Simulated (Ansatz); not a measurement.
## Computed properties of YInCu4

YInCu$_{4}$:
```cif
data_Cu4InY
_chemical_formula_sum 'Y1 In1 Cu4'
_space_group_name_H-M_alt 'P 1'
_space_group_IT_number 1
_cell_length_a 5.07773
_cell_length_b 5.07773
_cell_length_c 5.07773
_cell_angle_alpha 60.000
_cell_angle_beta 60.000
_cell_angle_gamma 60.000
loop_
_space_group_symop_operation_xyz
  'x, y, z'
loop_
_atom_site_label
_atom_site_type_symbol
_atom_site_fract_x
_atom_site_fract_y
_atom_site_fract_z
_atom_site_occupancy
Y1 Y 0.00000 0.00000 0.00000 1
In1 In 0.25000 0.25000 0.25000 1
Cu1 Cu 0.62460 0.62460 0.12619 1
Cu2 Cu 0.62460 0.12619 0.62460 1
Cu3 Cu 0.12619 0.62460 0.62460 1
Cu4 Cu 0.62460 0.62460 0.62460 1
```

Space group F-43m (No. 216); conventional cell a = b = c = 7.181 Å, α = β = γ = 90.00°.

Method: r²SCAN in the plane-wave PAW code Ansatz. Geometry: relaxed at this level of theory. Other levels are named where they apply.

**Cell and energy**

```yaml
volume_per_atom: 15.43 Å³
density: 8.21 g/cm³
Formation energy from the elements (no fitted shifts): -0.31 eV/atom
```

**Electronic structure**

```yaml
electronic_character: no gap, with almost no states at the Fermi level (zero-gap or semimetallic)
Density of states at the Fermi level: 0.01 states/eV per atom (mean over ±0.08 eV)
```

The workflow started from a Materials Project entry (that database holds measured and hypothetical structures alike); the Crystallography Open Database copy checked does not list it. With Y and In taken as one species the cell has the higher symmetry Fd-3m, so it may be an ordered model of a mixed-site phase. Whether it is the stable phase at ambient conditions was not checked. The cell was relaxed with r²SCAN under the symmetry of its start; whether a distortion lowers the energy is not shown. The run is not spin-polarised. The references are the lowest solids computed at this level, not always the standard phases. Scalar-relativistic: spin–orbit coupling is off unless named, which matters more the heavier the elements.

Potentials: the earlier of the program's two PAW sets.
